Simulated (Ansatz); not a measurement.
Magnetic orders of NiO$_{2}$

Level of theory: DFT r2SCAN, scalar-relativistic, plane waves, PAW in Ansatz.

```xyz
6
Lattice="2.9122 0.0000 0.0000 -1.4561 2.5220 0.0000 0.0000 0.0000 10.5553" Properties=species:S:1:pos:R:3 pbc="T T T"
Ni    0.0000    0.0000    0.0000
Ni    0.0000    0.0000    5.2776
O     1.4561    0.8407    0.9403
O     1.4561    0.8407    4.3374
O     0.0000    1.6813    9.6150
O     0.0000    1.6813    6.2179
```

* plane-wave cutoff: 500 eV
* Γ-centred k-mesh: 12×12×4
* occupation rule: Gaussian smearing, 0.02 eV
* list of starting moments (μB, in atom order): 3.5 3.5 2.5 2.5 2.5 2.5
* check for lower electronic states after the SCF: asked for but not made

All runs keep this geometry, which isn't relaxed for the lowest state (largest force there 0.957 eV/Å, pressure -16.1 GPa) and needn't be a stable compound; relaxing each order can shift differences of a few meV. Signs run over the atoms with starting moments. Site moments are spin moments in atom-centred spheres that scale with the neighbour distance. The states are those that the runs reached from these starts; a lower one can exist.

Problem. Starts tried: no spin; large parallel starting moments; antiferromagnetic in the cell, signs ++----. Which state comes out lowest, and what are the moments?

Solution. All starts lose their moments; the cell is non-magnetic at this level.

```tsv
start	ends	energy above lowest (meV/atom)	site moments (μB)	gap on mesh (eV)	P (GPa)
no spin	non-magnetic	0.00	none over 0.05	1.41	-16.1
large parallel starting moments	non-magnetic	0.00	none over 0.05	1.41	-16.1
antiferromagnetic in the cell, signs ++----	non-magnetic	0.00	none over 0.05	1.41	-16.1
```

Cost: 3 runs of about 9.2 core-minutes in all, on Intel Xeon Processor @ 2.50GHz (Skylake/Cascade Lake) (shared hosts).